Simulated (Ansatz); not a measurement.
Au2Se4O11 in space group C2/c (No. 15; Pearson symbol mS68), the program Ansatz at the r²SCAN level (PAW), all energies at zero smearing, with the estimated change up to a 700 eV cutoff added, with one set of potentials and settings (totals compare only within such a set). Cell of 34 atoms (8 Se, 4 Au, 22 O): -108950.329 eV.

```json
[
 {"element": "Se", "reference phase": "P3_121, 3 atoms in the cell", "E (eV/atom)": "-5478.1269"},
 {"element": "Au", "reference phase": "Fm-3m, 1 atoms in the cell", "E (eV/atom)": "-13163.5078"},
 {"element": "O", "reference phase": "C2/m, 4 atoms in the cell, spin-polarised", "E (eV/atom)": "-566.0281"}
]
```

Formation energy per atom, worked out: (-108950.329 − 8×(-5478.1269) − 4×(-13163.5078) − 22×(-566.0281))/34 = -0.549 eV/atom (-53 kJ per mol of atoms), at 0 K, without zero-point energy or fitted corrections.

The workflow started from a Materials Project entry (that database holds measured and hypothetical structures alike); the Crystallography Open Database files this formula in space group No. 15, but the cells were not matched. Its standing as an ambient phase is unchecked. The r²SCAN relaxation kept the symmetry of its start; whether a distortion lowers the energy is not shown. The references are the lowest solids computed at this level, not always the standard phases (solids in place of the gases). Spin–orbit coupling is left out wherever it is not named.

Potentials: the later of the program's two PAW sets.
